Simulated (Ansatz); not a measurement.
CoPdO$_{2}$:
```
CELL_PARAMETERS angstrom
      1.43100     0.82619     5.94639
     -1.43100     0.82619     5.94639
      0.00000    -1.65237     5.94639
ATOMIC_POSITIONS crystal
  Co 0.50000 0.50000 0.50000
  Pd 0.00000 0.00000 0.00000
  O  0.88718 0.88718 0.88718
  O  0.11282 0.11282 0.11282
```

Relaxed with PBE. Special points in fractions of this cell's reciprocal vectors: Γ (0.000, 0.000, 0.000); T (0.500, 0.500, 0.500); H2 (0.820, 0.180, 0.500); H0 (0.500, -0.180, 0.180); L (0.500, 0.000, 0.000); S0 (0.340, -0.340, 0.000); S2 (0.660, 0.000, 0.340); F (0.500, 0.000, 0.500).

Problem. List the band energies nearest the Fermi level at these points for DFT-PBE in the program Ansatz with PAW potentials.

Solution. In eV from the Fermi level; about four levels below and three above (degenerate sets whole), none deeper than 8.9 eV; … stands for higher levels left out; points with the same levels are listed once.

```tsv
k	below	above
Γ	-1.72 -1.72 -1.47 -1.47 -1.00	2.01 2.01 …
T	-1.61 -1.61 -0.83 -0.83 -0.55	1.73 1.73 …
H2	-1.96 -1.31 -1.16 -0.74	0.40 1.26 1.63
L	-1.38 -1.06 -0.81 -0.41	0.71 1.24 1.61
S0	-1.97 -1.31 -1.16 -0.72	0.38 1.28 1.60
F	-1.55 -1.06 -0.87 -0.41	0.09 1.90 1.96
```

Space group R-3m. Symmetry was held in the PBE relaxation. The workflow began spin-polarised and lost its moments. No Hubbard U is applied. The compound may be a true metal, but semilocal functionals without U, or a wrong spin order, can also close a gap. Spin–orbit coupling is left out wherever it is not named.

Potentials: the earlier of the program's two PAW sets.
